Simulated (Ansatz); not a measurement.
Consider the following.

Be₂C:
Space group Fm-3m (No. 225); a = 4.328 Å, b = 4.328 Å, c = 4.328 Å, α = 90.00°, β = 90.00°, γ = 90.00°

```tsv
atom	site	symmetry	x	y	z
Be	8c	-43m	0.2500	0.2500	0.2500
C	4a	m-3m	0.0000	0.0000	0.0000
```
(The calculation used a cell of 3 atoms; values per cell refer to that cell.)

This is the PBE-relaxed structure.

Task: All from plane-wave PAW PBE (Ansatz code), unless another level is named. Predict the hole effective mass, band 1 of 3 at the edge.

Result: 0.42 along [100], 3.5 along [110], 0.68 along [111] (mₑ).

Task: Next, the electron effective mass?

Result: 0.23, 0.23, 0.69 mₑ (principal values).

Task: And the smallest direct gap on the standard path?

Result: 4.14 eV.

Task: What about the valence-band maximum?

Result: at Γ.

Symmetry was held in the PBE relaxation.

Potentials: the later of the program's two PAW sets.
